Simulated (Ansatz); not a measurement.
ZnSeO3:
```xyz
40
Lattice="6.2220 0.0000 0.0000 0.0000 11.9831 0.0000 0.0000 0.0000 7.2470" Properties=species:S:1:pos:R:3 pbc="T T T"
Zn     5.3861     4.8492     2.8385
Zn     0.8359     7.1339     4.4084
Zn     3.9469     7.1339     6.4620
Zn     2.2751     4.8492     0.7849
Zn     2.2751     1.1424     4.4084
Zn     3.9469    10.8408     2.8385
Zn     0.8359    10.8408     0.7849
Zn     5.3861     1.1424     6.4620
Se     5.5391     4.2841     6.9284
Se     0.6829     7.6990     0.3185
Se     3.7939     7.6990     3.3049
Se     2.4281     4.2841     3.9420
Se     2.4281     1.7074     0.3185
Se     3.7939    10.2757     6.9284
Se     0.6829    10.2757     3.9420
Se     5.5391     1.7074     3.3049
O      0.1151     1.1176     4.7321
O      6.1069    10.8655     2.5149
O      2.9959    10.8655     1.1086
O      3.2261     1.1176     6.1383
O      3.2261     4.8739     2.5149
O      2.9959     7.1092     4.7321
O      6.1069     7.1092     6.1383
O      0.1151     4.8739     1.1086
O      4.0970     0.7834     3.4115
O      2.1250    11.1997     3.8355
O      5.2360    11.1997     7.0350
O      0.9860     0.7834     0.2120
O      0.9860     5.2081     3.8355
O      5.2360     6.7750     3.4115
O      2.1250     6.7750     0.2120
O      4.0970     5.2081     7.0350
O      4.9804     2.7914     0.2415
O      1.2416     9.1917     7.0055
O      4.3526     9.1917     3.8649
O      1.8694     2.7914     3.3820
O      1.8694     3.2002     7.0055
O      4.3526     8.7830     0.2415
O      1.2416     8.7830     3.3820
O      4.9804     3.2002     3.8649
```

Relaxed with r²SCAN. Special points in fractions of this cell's reciprocal vectors: Γ (0.000, 0.000, 0.000); X (0.500, 0.000, 0.000); S (0.500, 0.500, 0.000); Y (0.000, 0.500, 0.000); Z (0.000, 0.000, 0.500); U (0.500, 0.000, 0.500); R (0.500, 0.500, 0.500); T (0.000, 0.500, 0.500).

Question: List the band energies nearest the valence-band maximum at these points for DFT-r²SCAN in the program Ansatz with PAW potentials.

Answer: In eV from the valence-band maximum; about four levels below and three above (degenerate sets whole), none deeper than 8.9 eV; points with the same levels are listed once.

```json
[
 {"k": "Γ", "below": "-0.32 -0.29 -0.24 -0.07", "above": "4.78 4.88 5.07"},
 {"k": "X", "below": "-0.20 -0.20 -0.11 -0.11", "above": "5.04 5.04 5.20 5.20"},
 {"k": "S", "below": "-0.17 -0.17 -0.17 -0.17", "above": "5.06 5.06 5.06 5.06"},
 {"k": "Y", "below": "-0.30 -0.30 -0.15 -0.15", "above": "4.93 4.93 5.11 5.11"},
 {"k": "Z", "below": "-0.07 -0.07 -0.06 -0.06", "above": "4.87 4.87 4.95 4.95"},
 {"k": "U", "below": "-0.08 -0.08 -0.08 -0.08", "above": "4.91 4.91 4.91 4.91"},
 {"k": "R", "below": "-0.18 -0.18 -0.18 -0.18", "above": "4.91 4.91 4.91 4.91"},
 {"k": "T", "below": "-0.08 -0.08 -0.08 -0.08", "above": "4.95 4.95 4.95 4.95"}
]
```

Space group Pbca. The workflow started from a Materials Project entry (that database holds measured and hypothetical structures alike); the Crystallography Open Database files this formula in space group No. 61, but the cells were not matched. Its standing as an ambient phase is unchecked. Symmetry was held in the r²SCAN relaxation; its stability against distortions is not shown here. Scalar-relativistic: spin–orbit coupling is off unless named, which matters more the heavier the elements.

Potentials: the later of the program's two PAW sets.
